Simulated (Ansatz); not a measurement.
A relaxation computed with Ansatz, from input to last step.

```yaml
crystal:
  lattice:
    - [3.6405911246, 0.0, 0.0]
    - [0.0, 3.6405911246, 0.0]
    - [0.0, 0.0, 3.6405911246]
  atoms:
    - { symbol: B, position: [0.0, 0.5, 0.5] }
    - { symbol: B, position: [0.5, 0.0, 0.5] }
    - { symbol: B, position: [0.5, 0.5, 0.0] }
    - { symbol: P, position: [0.0, 0.0, 0.0] }
    - { symbol: Pd, position: [0.5, 0.5, 0.5] }
basis:
  ecutwfc: 420
kpoints:
  mp_grid: { grid: [6, 6, 6] }
hamiltonian:
  xc: pbe
scf:
  occupations: { method: gaussian, width: 0.1 }
  lower_state_search: "off"
output:
  forces: true
  stress: true
  eigenvalues: true
relax:
  adjacent_minimum: "off"
  f_tol: 0.04
  max_steps: 70
  cell: { stress_tol: 0.4 }
```

```bash
ansatz run input.yaml --threads 1 --pin off --max-ram 2560MiB --backend cpu --events-out ev --progress --plain --runs-dir out
```

All numbers below come from DFT PBE, scalar-relativistic, plane waves, PAW (Ansatz 0.2.0).

Of 8 frames 8 are shown, positions in Å and forces in eV/Å; the SCF threshold varies from step to step. Steps run on the plane waves of an earlier cell, with a Pulay correction in the pressure. The basis is chosen afresh for the last frame, the zero of the energies, and at times for earlier ones too; energy and pressure can step there, also at an unchanged geometry. Here that happened at step 6 (-19 meV/atom, 1.9 GPa); frames between the last choice of the basis and such a step carry an error that grows, as the cell changes, to that size.

```xyz
5
Lattice="3.6406 0.0000 0.0000 0.0000 3.6406 0.0000 0.0000 0.0000 3.6406" Properties=species:S:1:pos:R:3:forces:R:3 pbc="T T T" step=1 free_energy_over_end_meV_per_atom=829.65 pressure_GPa=86.71
B     0.0000    1.8203    1.8203    0.0000    0.0000    0.0000
B     1.8203    0.0000    1.8203    0.0000    0.0000    0.0000
B     1.8203    1.8203    0.0000    0.0000    0.0000    0.0000
P     0.0000    0.0000    0.0000    0.0000    0.0000    0.0000
Pd    1.8203    1.8203    1.8203    0.0000    0.0000    0.0000
5
Lattice="3.8181 0.0000 0.0000 0.0000 3.8181 0.0000 0.0000 0.0000 3.8181" Properties=species:S:1:pos:R:3:forces:R:3 pbc="T T T" step=2 free_energy_over_end_meV_per_atom=272.47 pressure_GPa=38.70
B     0.0000    1.9090    1.9090    0.0000    0.0000    0.0000
B     1.9090    0.0000    1.9090    0.0000    0.0000    0.0000
B     1.9090    1.9090    0.0000    0.0000    0.0000    0.0000
P     0.0000    0.0000    0.0000    0.0000    0.0000    0.0000
Pd    1.9090    1.9090    1.9090    0.0000    0.0000    0.0000
5
Lattice="3.9892 0.0000 0.0000 0.0000 3.9892 0.0000 0.0000 0.0000 3.9892" Properties=species:S:1:pos:R:3:forces:R:3 pbc="T T T" step=3 free_energy_over_end_meV_per_atom=46.35 pressure_GPa=10.52
B     0.0000    1.9946    1.9946    0.0000    0.0000    0.0000
B     1.9946    0.0000    1.9946    0.0000    0.0000    0.0000
B     1.9946    1.9946    0.0000    0.0000    0.0000    0.0000
P     0.0000    0.0000    0.0000    0.0000    0.0000    0.0000
Pd    1.9946    1.9946    1.9946    0.0000    0.0000    0.0000
5
Lattice="4.0614 0.0000 0.0000 0.0000 4.0614 0.0000 0.0000 0.0000 4.0614" Properties=species:S:1:pos:R:3:forces:R:3 pbc="T T T" step=4 free_energy_over_end_meV_per_atom=20.48 pressure_GPa=1.82
B     0.0000    2.0307    2.0307    0.0000    0.0000    0.0000
B     2.0307    0.0000    2.0307    0.0000    0.0000    0.0000
B     2.0307    2.0307    0.0000    0.0000    0.0000    0.0000
P     0.0000    0.0000    0.0000    0.0000    0.0000    0.0000
Pd    2.0307    2.0307    2.0307    0.0000    0.0000    0.0000
5
Lattice="4.0787 0.0000 0.0000 0.0000 4.0787 0.0000 0.0000 0.0000 4.0787" Properties=species:S:1:pos:R:3:forces:R:3 pbc="T T T" step=5 free_energy_over_end_meV_per_atom=19.67 pressure_GPa=-0.05
B     0.0000    2.0393    2.0393    0.0000    0.0000    0.0000
B     2.0393    0.0000    2.0393    0.0000    0.0000    0.0000
B     2.0393    2.0393    0.0000    0.0000    0.0000    0.0000
P     0.0000    0.0000    0.0000    0.0000    0.0000    0.0000
Pd    2.0393    2.0393    2.0393    0.0000    0.0000    0.0000
5
Lattice="4.0787 0.0000 0.0000 0.0000 4.0787 0.0000 0.0000 0.0000 4.0787" Properties=species:S:1:pos:R:3:forces:R:3 pbc="T T T" step=6 free_energy_over_end_meV_per_atom=1.10 pressure_GPa=1.82
B     0.0000    2.0393    2.0393    0.0000    0.0000    0.0000
B     2.0393    0.0000    2.0393    0.0000    0.0000    0.0000
B     2.0393    2.0393    0.0000    0.0000    0.0000    0.0000
P     0.0000    0.0000    0.0000    0.0000    0.0000    0.0000
Pd    2.0393    2.0393    2.0393    0.0000    0.0000    0.0000
5
Lattice="4.0956 0.0000 0.0000 0.0000 4.0956 0.0000 0.0000 0.0000 4.0956" Properties=species:S:1:pos:R:3:forces:R:3 pbc="T T T" step=7 free_energy_over_end_meV_per_atom=0.14 pressure_GPa=0.26
B     0.0000    2.0478    2.0478    0.0000    0.0000    0.0000
B     2.0478    0.0000    2.0478    0.0000    0.0000    0.0000
B     2.0478    2.0478    0.0000    0.0000    0.0000    0.0000
P     0.0000    0.0000    0.0000    0.0000    0.0000    0.0000
Pd    2.0478    2.0478    2.0478    0.0000    0.0000    0.0000
5
Lattice="4.0956 0.0000 0.0000 0.0000 4.0956 0.0000 0.0000 0.0000 4.0956" Properties=species:S:1:pos:R:3:forces:R:3 pbc="T T T" step=8 free_energy_over_end_meV_per_atom=0.00 pressure_GPa=0.25
B     0.0000    2.0478    2.0478    0.0000    0.0000    0.0000
B     2.0478    0.0000    2.0478    0.0000    0.0000    0.0000
B     2.0478    2.0478    0.0000    0.0000    0.0000    0.0000
P     0.0000    0.0000    0.0000    0.0000    0.0000    0.0000
Pd    2.0478    2.0478    2.0478    0.0000    0.0000    0.0000
```

The start puts this composition into another compound's structure type, which needn't suit it. The cell swells from 9.7 to 13.7 Å³ an atom, so the end can be far from any stable crystal. At the end the space group is Pm-3m (tolerance 0.05 Å).

The run took 13 s on 1 thread of Arm Neoverse V2 (shared host), peak memory 0.34 GiB.

The k mesh is coarse. Spin polarisation was left out, and a magnetic state may lie lower.